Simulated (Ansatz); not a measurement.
Consider the following.

NaTi$_{4}$S$_{8}$:
```xyz
13
Lattice="6.8308 0.0000 0.0000 -3.4154 5.9156 0.0000 0.0000 0.0000 6.8850" Properties=species:S:1:pos:R:3 pbc="T T T"
S      1.7140     0.9896     5.4624
S      0.0000     3.9438     5.4767
S      5.1168     0.9896     5.4624
S      3.4154     3.9365     5.4624
Ti     0.0000     0.0000     0.0000
Ti    -1.7077     2.9578     0.0000
Ti     3.4154     0.0000     0.0000
Ti     1.7077     2.9578     0.0000
S      0.0000     1.9792     1.4227
S     -1.7014     4.9261     1.4227
S      3.4154     1.9719     1.4083
S      1.7014     4.9261     1.4227
Na     0.0000     0.0000     3.4425
```

This is the r²SCAN+D4-relaxed structure.

Problem. All from the program Ansatz at the r²SCAN+D4 level (PAW), unless another level is named. Predict the electronic character.

Solution. metallic (no gap).

Problem. Next, the density of states at the Fermi level?

Solution. 0.43 states/eV per atom (mean over ±0.08 eV).

Problem. Predict the formation energy from the elements (no fitted shifts).

Solution. -1.57 eV/atom.

Space group P-3m1. The cell is a constructed one: a structure type filled with these elements; neither database checked (COD, Materials Project) lists it. Its standing as an ambient phase is unchecked. The cell was relaxed with r²SCAN+D4 under the symmetry of its start; its stability against distortions is not shown here. No spin polarisation was allowed. With an odd number of electrons in the cell and no spin polarisation, the count alone makes it a metal. The references are the lowest solids computed at this level, not always the standard phases.

Potentials: the later of the program's two PAW sets.
